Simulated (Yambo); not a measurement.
```
CELL_PARAMETERS angstrom
      3.73494     0.00000     0.00000
     -1.86747     3.23455     0.00000
      0.00000     0.00000    10.41954
ATOMIC_POSITIONS crystal
  H  0.00000 0.00000 0.31842
  H  0.00000 0.00000 0.81842
  O  0.00000 0.00000 0.41324
  O  0.00000 0.00000 0.91324
  Cl 0.66667 0.33333 0.15574
  Cl 0.33333 0.66667 0.65574
  Cd 0.66667 0.33333 0.49219
  Cd 0.33333 0.66667 0.99219
```

CdClOH (space group P6_3mc, No. 186): mean Im ε in 1 eV windows above the direct gap of 4.33 eV, for different electron-hole kernels (Yambo, broadening 0.15 eV, LDA (pw.x of Quantum ESPRESSO, ONCV potentials, scalar-relativistic) bands; 6×6×2 mesh, 20 valence and 6 conduction bands, static screening with 80 bands and a 3 Ry block, scissor 2.17 eV, Tamm-Dancoff; field along x).

```tsv
window (eV)	independent quasiparticles	BSE
4.3 to 5.3	0.6	2.4
5.3 to 6.3	1.2	3.6
6.3 to 7.3	2.1	4.0
7.3 to 8.3	3.1	4.0
8.3 to 9.3	4.4	2.4
9.3 to 10.3	4.0	1.8
```

This run doesn't resolve bound excitons or single peaks, so only averages are given, and they too depend on the mesh; weight that the attraction moves below the gap isn't listed. All transitions below 10.82 eV are in the band window. The scissor comes from a G0W0 run whose convergence isn't established.

Spin-orbit splittings are left out.

Geometry of the Materials Project entry, not relaxed at this level.

The distance between layers or molecules is the database entry's, not relaxed here. Functionals without dispersion can leave it too large, which widens gaps and weakens the response across layers: the numbers belong to this cell.
